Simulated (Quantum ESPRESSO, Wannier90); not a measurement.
BN (zinc blende): Wannier90 run

```
begin unit_cell_cart
ang
    0.0000000000    1.8130000000    1.8130000000
    1.8130000000    0.0000000000    1.8130000000
    1.8130000000    1.8130000000    0.0000000000
end unit_cell_cart
begin atoms_frac
B    0.0000000000  0.0000000000  0.0000000000
N    0.2500000000  0.2500000000  0.2500000000
end atoms_frac
```

Structure: Materials Project mp-1639, symmetrised, not relaxed again. COD (Crystallography Open Database) has the formula in 3 space groups, this one among them (matched by group alone). Level: LDA, no spin polarisation, no spin-orbit coupling; pw.x of Quantum ESPRESSO at 68 Ry with PseudoDojo potentials, 12×12×12 k-points, Wannier90. Density: 14×14×14 mesh, cold smearing 0.01 Ry.

Functional, cutoff and mesh named above are those of the base row (1); the first column says what each row takes instead. Model: 8 functions from bands 1-15, start hydrogen-like B: s;p; N: s;p, disentangled but not localised (num_iter = 0), frozen window tied to the conduction edge or Fermi level of each row, as listed, which moves Ω_I and hoppings a little by itself. Energies are relative to the valence-band maximum; the misfit is to pw.x on a path, for states up to 5.4 eV relative to the valence-band maximum. The lattice is scaled uniformly, fractional positions fixed. The disentangled Ω_I can sit in another minimum from row to row.

```tsv
scale	frozen to (eV)	Ω_I (Å²)	rms misfit (meV)	gap (eV)	bottom of band 1 (eV)	on-site B1 pz minus B1 s (eV)	hopping modulus N2 s – B1 s, R = 0 0 1 (eV)	hopping modulus N2 s – B1 py, R = 1 0 0 (eV)	hopping modulus N2 px – B1 py, R = 0 1 0 (eV)
0.97	6.03	3.07	19	4.53	-21.02	-1.47	3.597	3.405	2.753
0.99	5.95	3.16	21	4.45	-20.30	-0.81	3.385	3.219	2.603
1	5.90	3.20	20	4.40	-19.96	-0.49	3.287	3.134	2.537
1.01	5.86	3.23	19	4.36	-19.63	-0.19	3.192	3.051	2.473
1.03	5.78	3.30	19	4.28	-19.00	0.38	3.009	2.890	2.350
```
